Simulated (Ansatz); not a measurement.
**Fields on a plane of PbS (rock salt)**

```
CELL_PARAMETERS angstrom
      0.00000     3.00445     3.00445
      3.00445     0.00000     3.00445
      3.00445     3.00445     0.00000
ATOMIC_POSITIONS crystal
  S  0.00000 0.00000 0.00000
  Pb 0.50000 0.50000 0.50000
```

The slice is a {110} plane (indices of the conventional cell) through the point (0.000, 0.000, 0.000) (fractional), spanned by u = [100] and v = [1 -1 -1] in vectors of this cell: u (4.25 Å) and v (6.01 Å, at 90° to u). It covers one period; positions are fractions (u, v).

Atoms on it: S at (0.00, 0.00); Pb at (0.00, 0.50).

All values below come from PBE (plane waves to 420 eV, PAW, scalar-relativistic; Ansatz, a program for electronic structure). k mesh 10×10×10. Inside the PAW spheres the values are not all-electron values, and peaks at nuclei hang on which shells count as valence. PbS was relaxed with its symmetry unable to fall. Spin-orbit coupling is left out, though Pb is heavy.

```
|xxxxxx+%@@@@@@@@%+xxxxx|
|xxxxxx*%@@@@@@@@%*xxxxx|
|xxxxx=#@@@@@@@@@@#=xxxx|
|xxxx-*%@@@@@@@@@@%*-xxx|
|xx.=*%@@@@@@@@@@@@%*=.x|
|==+#%@@@@@@@@@@@@@@%#+=|
|**##%@@@@@@@@@@@@@@%##*|
|++*##%%@@@@@@@@@@%%##*+|
|::-=*#%%@@@@@@@@%%#*=-:|
|   .-+*#%@@@@@@%#*+-.  |
|xx   :=*%@@@@@@%*=:   x|
|xxxx  :+#%@@@@%#+:  xxx|
|xxxxx  =*%@@@@%*=  xxxx|
|xxxxxx :*#%@@%#*: xxxxx|
|xxxxxx :+#%@@%#+: xxxxx|
|xxxxxx .+#%@@%#+. xxxxx|
|xxxxxx :+#%@@%#+: xxxxx|
|xxxxxx :*#%@@%#*: xxxxx|
|xxxxx  =*%@@@@%*=  xxxx|
|xxxx  :+#%@@@@%#+:  xxx|
|xx   :=*%@@@@@@%*=:   x|
|   .-+*#%@@@@@@%#*+-.  |
|::-=*#%%@@@@@@@@%%#*=-:|
|++*##%%@@@@@@@@@@%%##*+|
|**##%@@@@@@@@@@@@@@%##*|
|==+#%@@@@@@@@@@@@@@%#+=|
|xx.=*%@@@@@@@@@@@@%*=.x|
|xxxx-*%@@@@@@@@@@%*-xxx|
|xxxxx=#@@@@@@@@@@#=xxxx|
|xxxxxx*%@@@@@@@@%*xxxxx|
|xxxxxx+%@@@@@@@@%+xxxxx|
|xxxxxx=%@@@@@@@@%=xxxxx|
```
Scale: ten equal steps from -1.00 (start of ' ') to 7.27 (end of '@'), in the order ' .:-=+*#%@'. Values: electrostatic potential energy of an electron, from the cell's mean, in eV. The map has 23 points along u (one character each, u = 0 at the left) and 32 along v (v = 0 in the bottom row). Points within 1 Å of a nucleus are blanked (x), as the pseudised field means little there. Values under -1 eV are set to -1. The zero, the cell's mean, hangs on the PAW cores.

```
|++##@@@@**--........................--**@@@@##|
|@@@@@@%%++::........................::++%%@@@@|
|@@@@%%**--::........................::--**%%@@|
|****++--::............................::--++**|
|----::::................................::::--|
|..............................................|
|..............................................|
|::::::::::::........................::::::::::|
|----------::::::::............::::::::--------|
|==========----::::::........::::::----========|
|----==++++====--::::........::::--====++++==--|
|....::==++++==----::........::----==++++==::..|
|      ::==++++==--::::....::::--==++++==::    |
|--::..  ::++++==--::::....::::--==++++::  ..::|
|::--::  ..==++==--::::....::::--==++==..  ::--|
|  ::--  ..==++==--::::....::::--==++==..  --::|
|::--::  ..==++==--::::....::::--==++==..  ::--|
|--::..  ::++++==--::::....::::--==++++::  ..::|
|      ::==++++==--::::....::::--==++++==::    |
|....::==++++==----::........::----==++++==::..|
|----==++++====--::::........::::--====++++==--|
|==========----::::::........::::::----========|
|----------::::::::............::::::::--------|
|::::::::::::........................::::::::::|
|..............................................|
|..............................................|
|----::::................................::::--|
|****++--::............................::--++**|
|@@@@%%**--::........................::--**%%@@|
|@@@@@@%%++::........................::++%%@@@@|
|++##@@@@**--........................--**@@@@##|
|--++@@@@##--........................--##@@@@++|
```
Scale: ten equal steps from 0.002 (start of ' ') to 0.128 (end of '@'), in the order ' .:-=+*#%@'. Values: density of the lowest conduction band (whole band as if filled, smooth part) in e/Å³. The map has 23 points along u (two characters each, u = 0 at the left) and 32 along v (v = 0 in the bottom row). 

* **Element round which the density of the highest valence band (whole band, smooth part) is largest on this plane**: S
